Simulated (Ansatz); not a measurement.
Si (space group Ia-3)

```
Si
1.0
   -3.28388     3.28388     3.28388
    3.28388    -3.28388     3.28388
    3.28388     3.28388    -3.28388
Si
8
Direct
  0.20442   0.20442   0.20442
  0.50000   0.00000   0.29558
  0.29558   0.50000   0.00000
  0.00000   0.29558   0.50000
  0.79558   0.79558   0.79558
  0.50000   0.00000   0.70442
  0.70442   0.50000   0.00000
  0.00000   0.70442   0.50000
```

The slice is a {211} plane (indices of the conventional cell) through the point (0.204, 0.204, 0.204) (fractional), spanned by u = [111] and v = [1 0 -1] in vectors of this cell: u (5.69 Å) and v (9.29 Å, at 90° to u). It covers one period; positions are fractions (u, v).

These are LDA (plane waves to 420 eV, PAW, scalar-relativistic; Ansatz, an electronic-structure program) values and carry that method's errors. k mesh 10×10×10. Near the nuclei the fields are pseudised (PAW); where an atom keeps semicore shells as valence, they peak there. Si was relaxed with its symmetry unable to fall. This is one of several known forms of Si; the measured ambient cells at hand have space group No. 227.

Task: What is the valence density on the shortest Si–Si line in this plane (2.33 Å), at its midpoint?

Result: 0.57 e/Å³.

Task: The ELF has a maximum in the middle third of the Si–Si line. Where, and how high?

Result: 0.94, 1.0 Å from Si.

Task: What is the ELF at the midpoint of the shortest Si–Si line in this plane (2.33 Å)?

Result: 0.93.

Task: Sketch the electron localisation function (ELF) on this plane as a map.

Result: 
```
|xx+*+:.-**=xxx#@@@*x|
|*%%#+: :+**=:-*%%#*+|
|@@@%+. .-+**===+++*%|
|@@@%+.  .-===-:::=*@|
|@@@#+:   ..:..  .-*%|
|%#*+=-.         .-*#|
|-xx-++=:..     .:+*+|
|xxx+%%#=-::::::-*#%*|
|=xx#@@%*==+++++*%@@%|
|#=+%@@@#+*%%%#**%@@@|
|#**%@@%**%@@@%++#@@%|
|+=+*%%#**%@@@%=:+#%#|
|-.:-+***#%@@@#-:=**=|
|.   :-++*#%%%*+*##*=|
|:    .:-=+++**%@@@#=|
|-:.........:=*%@@@%+|
|*+++=-:.    :+%@@@#*|
|%%%#*+=-.   .=*%#*+*|
|@@@%#***+-::-+**=:=#|
|@@@%**%%#*==*#%#=:=%|
|@@@#+#%@@%**%@@@#+*%|
|%%#*+#@@@%+=#@@@%**#|
|+++==#%@@#xx+%@%#+++|
|::::-+#%#=xxx*%#+-::|
|   ..:=*+-xx=**=:   |
|      .-++*%%#+-    |
|...    :+%@@@%*:   .|
|===:.  :+%@@@%*-:::-|
|+**+:  :*%@@@%*+++==|
|:=**=. :*%%#*+*%%#+:|
|xx=*+:.-**=xxx#@@@*x|
|xx-*+:.-*+:xxx#@@@*x|
```
Scale: ten equal steps from 0.06 (start of ' ') to 0.95 (end of '@'), in the order ' .:-=+*#%@'. Values: electron localisation function (ELF). The map has 20 points along u (one character each, u = 0 at the left) and 32 along v (v = 0 in the bottom row). Points within 0.5 Å of a nucleus are blanked (x), as the pseudised field means little there.
